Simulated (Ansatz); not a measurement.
In the program Ansatz at the PBE level (PAW), BAs in the rock salt structure (Fm-3m) relaxes to a = 4.616 Å. B has 6 nearest neighbours from 2.31 Å (octahedral); As has 6 nearest neighbours from 2.31 Å (octahedral). Its formation energy from the elements is 84 kJ/mol of atoms, with no fitted shifts.

Electronic character: metallic (no gap). Gap from PBE with spin–orbit coupling: none (metallic).

An equation-of-state fit gives a bulk modulus of 131 GPa.

The start of the workflow was typed in or built on a structure type; neither database checked (COD, Materials Project) lists it. It is not the phase usual at ambient conditions (space group No. 216). Symmetry was held in the PBE relaxation; whether a distortion lowers the energy is not shown. Its formation energy is positive at this level, so the cell may be metastable or incomplete. The references are the lowest solids computed at this level, not always the standard phases. Spin–orbit coupling is left out wherever it is not named.

Potentials: the later of the program's two PAW sets.
